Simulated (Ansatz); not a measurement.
# Hf (P6_3/mmc): electronic heat capacity and spin susceptibility from the density of states

Level of theory: DFT PBEsol, scalar-relativistic, plane waves, PAW (Ansatz 0.2.0).

Settings: cutoff 420 eV, Γ-centred mesh 18×18×8 on the computed 2-atom cell, Gaussian smearing of 0.10 eV; no spin polarisation.

Relaxed cell: P6_3/mmc, a = 3.159 Å, b = 3.159 Å, c = 5.000 Å, α = 90.00°, β = 90.00°, γ = 120.00°, 2 atoms in the primitive cell.

The density of states at the Fermi level is 1.344 states/eV in the cell of 2 atoms (2 formula units; both spins, tetrahedra on a 27×27×12 mesh).

Task: What Sommerfeld coefficient and Pauli susceptibility does this give?

Result: Per formula unit N(E_F) = 0.672 states/eV. γ = (π²/3) k_B² N(E_F) N_A = 2.357 mJ/(mol K²) per state/eV, so γ = 1.6 mJ/(mol K²), a mole of formula units. χ_P = μ_B² N(E_F) N_A = 3.23×10⁻⁵ emu/mol per state/eV gives 2.2×10⁻⁵ emu/mol. This is the bare band result: a measured γ of the same phase is as a rule larger by a factor 1 + λ from phonons and spin fluctuations, the spin part of χ is larger by the Stoner factor, and a measured χ also holds orbital and core terms. N(E_F) at one energy is sensitive to the mesh where the density of states has sharp peaks.

Spin-orbit coupling is left out, which matters for the bands of heavy elements.